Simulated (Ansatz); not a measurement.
Relaxed-ion elastic tensor of Sr$_{2}$GaSbO$_{6}$ in space group Fm-3m (No. 225; Sr on 8c, Ga on 4a, Sb on 4b, O on 24e) in GPa (Voigt order), the program Ansatz at the PBEsol level (PAW); density 6.30 g/cm³, 12.20 Å³ per atom.

```json
[
 {"": "1", "1": "279", "2": "104", "3": "104", "4": "0.0", "5": "0.0", "6": "0.0"},
 {"": "2", "1": "104", "2": "279", "3": "104", "4": "0.0", "5": "0.0", "6": "0.0"},
 {"": "3", "1": "104", "2": "104", "3": "279", "4": "0.0", "5": "0.0", "6": "0.0"},
 {"": "4", "1": "0.0", "2": "0.0", "3": "0.0", "4": "106", "5": "0.0", "6": "0.0"},
 {"": "5", "1": "0.0", "2": "0.0", "3": "0.0", "4": "0.0", "5": "106", "6": "0.0"},
 {"": "6", "1": "0.0", "2": "0.0", "3": "0.0", "4": "0.0", "5": "0.0", "6": "106"}
]
```

Question: Is the crystal mechanically stable?

Answer: Yes: the smallest eigenvalue of C is 106 GPa.

Question: Work out the Voigt, Reuss and Hill averages.

Answer: K_V = 162, K_R = 162, K_H = 162; G_V = 98.7, G_R = 97.7, G_H = 98.2 GPa.

Question: Give Young's modulus, Poisson's ratio, Pugh's ratio and the universal anisotropy index.

Answer: E = 9KG/(3K + G) = 245 GPa; ν = 0.25; K/G = 1.65 (near the Pugh limit of 1.75, no verdict); A_U = 5G_V/G_R + K_V/K_R − 6 = 0.05.

Question: Estimate the sound speeds and the Debye temperature.

Answer: v_l = √((K + 4G/3)/ρ) = 6820 m/s, v_t = √(G/ρ) = 3950 m/s, mean 4380 m/s; Θ = (h/k)(3n/4πV)^(1/3) v_m = 567 K.

Question: Give the Zener ratio and Young's modulus along [100], [110] and [111].

Answer: A = 2C44/(C11 − C12) = 1.22; 1/E = S11 − 2(S11 − S12 − S44/2)Γ with Γ = 0, 1/4, 1/3 gives 222, 250, 262 GPa.

The workflow started from a Materials Project entry (that database holds measured and hypothetical structures alike); the Crystallography Open Database copy checked does not list it. Its standing as an ambient phase is unchecked. The cell was relaxed with PBEsol under the symmetry of its start; its stability against distortions is not shown here. Spin–orbit coupling is left out wherever it is not named.

Potentials: the later of the program's two PAW sets.
